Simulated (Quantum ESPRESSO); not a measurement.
# Strain and stress in Ca2ZnMgO4

Calculated results; nothing here was measured. They come from pw.x of Quantum ESPRESSO 7.5, a plane-wave density functional program, with PseudoDojo standard norm-conserving files (v0.5 for PBE, v0.4.1 for LDA and PBEsol). The cells are made up: elements, strain and atom displacements were drawn at random, and nothing was relaxed. There is no spin polarisation, spin-orbit coupling or dispersion term.

The cell has 8 sites of a rocksalt lattice. Sites 1 to 4 hold Ca Ca Zn Mg; sites 5 to 8 hold O O O O. Cell vectors in Å: (4.730, 0.001, -0.036); (0.001, 4.655, 0.035); (-0.036, 0.035, 4.691). Settings: PBE, cutoff 1143 eV, 4 x 4 x 4 k mesh shifted by half a step, Fermi-Dirac smearing of 0.025 eV.

Each run adds the same linear strain along x, y and z to one cell, with the atoms carried along; the vectors above are those of run 5. Stress is positive in tension and P is minus a third of its trace. E is the free energy for each atom above the lowest run shown.

```
run  strain (%)  s_xx (GPa)  s_yy (GPa)  s_zz (GPa)  s_xy (GPa)  P (GPa)  E (meV/atom)
  1       -2.34       -3.11       -4.70       -3.60       -0.06     3.81          3.99
  2       -1.06        1.48        0.35        1.22        0.02    -1.02          0.00
  4       -0.35        3.69        2.78        3.54        0.06    -3.34          3.65
  5        0.09        4.95        4.17        4.87        0.08    -4.66          7.88
  6        1.17        7.71        7.22        7.77        0.13    -7.56         24.00
  7        2.18        9.90        9.65       10.08        0.16    -9.88         45.94
  3       -0.80           ?           ?           ?           ?        ?             ?
```

A rerun of one of these cells at 1437 eV and k mesh 6 x 6 x 6 moved values by no more than 0.002 eV in the cell's energy, 0.04 GPa in stress and 0.006 eV/Å in force.

## Worked fit

A parabola through the six runs shown gives P = -4.40 - 2.99 e + 0.221 e² GPa, with e in per cent and a scatter of 0.04 GPa. A linear strain of 1 % changes the volume by about 3 %, so the bulk modulus of this cell with clamped atoms is about 100 ± 2 GPa at e = 0. The error is the larger of the fit's own and the change that a cubic makes, rounded up.

## Withheld run

Question: what P should run 3 give?

The fit gives -1.87 GPa. The calculation gave -1.90 GPa.

```
run,strain (%),s_xx (GPa),s_yy (GPa),s_zz (GPa),s_xy (GPa),P (GPa),E (meV/atom)
3,-0.80,2.32,1.27,2.10,0.03,-1.90,0.86
```